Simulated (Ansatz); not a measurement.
Nb₂AlB₂:
Space group P-6m2 (No. 187); a = 3.097 Å, b = 3.097 Å, c = 7.534 Å, α = 90.00°, β = 90.00°, γ = 120.00°

```json
[
 {"atom": "Nb", "site": "2h", "symmetry": "3m.", "x": "0.3333", "y": "0.6667", "z": "0.2932"},
 {"atom": "Al", "site": "1a", "symmetry": "-6m2", "x": "0.0000", "y": "0.0000", "z": "0.0000"},
 {"atom": "B", "site": "1b", "symmetry": "-6m2", "x": "0.0000", "y": "0.0000", "z": "0.5000"},
 {"atom": "B", "site": "1f", "symmetry": "-6m2", "x": "0.6667", "y": "0.3333", "z": "0.5000"}
]
```

This is the PBEsol-relaxed structure.

Task: All from plane-wave PAW PBEsol (Ansatz code), unless another level is named. Estimate the bulk modulus (Birch–Murnaghan fit).

Result: 191 GPa.

Task: Next, the highest zone-centre frequency?

Result: 786 cm⁻¹.

The start of the workflow was typed in or built on a structure type; neither database checked (COD, Materials Project) lists it. Its standing as an ambient phase is unchecked. Symmetry was held in the PBEsol relaxation; whether a distortion lowers the energy is not shown. The run is not spin-polarised. As this level gives no gap, phonon frequencies hold no LO–TO term and depend on the k-mesh and smearing (Fermi–Dirac, 0.1 eV here).

Potentials: the earlier of the program's two PAW sets. The files were generated under PBE; for other functionals the program regenerates the frozen cores, and for LDA and PBEsol the local potential too.
